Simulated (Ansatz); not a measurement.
MgH2 (rutile, P4_2/mnm) at seven volumes, plane-wave PAW r²SCAN (Ansatz code), shape and atoms relaxed at each. One row is withheld.

```
V (Å³/atom)  P (GPa)
-----------  -------
9.140           5.73
9.442           3.55
9.743           1.65
10.044          0.00
10.346             ?
10.647         -2.71
10.948         -3.80
```

Q: Fit the shown pressures and predict the withheld one.

A: P = (3/2)B₀(x^(7/2) − x^(5/2))[1 + (3/4)(B′ − 4)(x − 1)] with x = (V₀/V)^(2/3). Least squares on the six rows gives V₀ = 10.044 Å³/atom, B₀ = 51.5 GPa, B′ = 3.55. At V = 10.346, x = 0.9804 and P = -1.45 GPa. The run itself gave -1.45 GPa.

Symmetry was held in the r²SCAN relaxation; phonons on a q-mesh show no instability.

Potentials: the later of the program's two PAW sets.
